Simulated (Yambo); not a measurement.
Yambo run on Li$_{2}$WS$_{4}$ (space group I-42m, No. 121). The wavefunctions are PBEsol (pw.x of Quantum ESPRESSO, ONCV potentials, no spin-orbit coupling) ones on a 2×2×2 mesh (22 occupied bands); a = b = c = 6.1787 Å, α = β = 122.14°, γ = 86.33°.

Yambo input:

```
rim_cut
HF_and_locXC
RandQpts= 1000000
RandGvec= 1 Ry
EXXRLvcs= 74 Ry
VXCRLvcs= 296 Ry
% QPkrange
 1 | 1 | 22 | 23 |
 2 | 2 | 22 | 23 |
 3 | 3 | 22 | 23 |
 4 | 4 | 22 | 23 |
%
```

k points by index: 1 = Γ, 2 = X, 3 = N, 4 = Z.

Resulting energies as the program prints them:

```
#    K-point    Band    Eo [eV]    Ehf [eV]    Vxc [eV]    Vnlxc [eV]
#
    1    22    -0.963493    -3.980061    -11.82882    -14.84539
    1    23    2.392817    6.942450    -14.11847    -9.568840
    2    22    0.000000    -2.695986    -12.67796    -15.37395
    2    23    2.683967    7.375192    -14.69858    -10.00735
    3    22    -0.249711    -3.011119    -12.48385    -15.24526
    3    23    2.133420    6.729222    -14.00287    -9.407072
    4    22    -0.361312    -3.206248    -12.34269    -15.18763
    4    23    1.605233    6.276486    -14.15780    -9.486549
```
Exchange alone, without screening.

Geometry relaxed with PBE+D3(BJ).

The structure is a Materials Project entry; no match was found in the copy of COD used, and its stability was not checked.
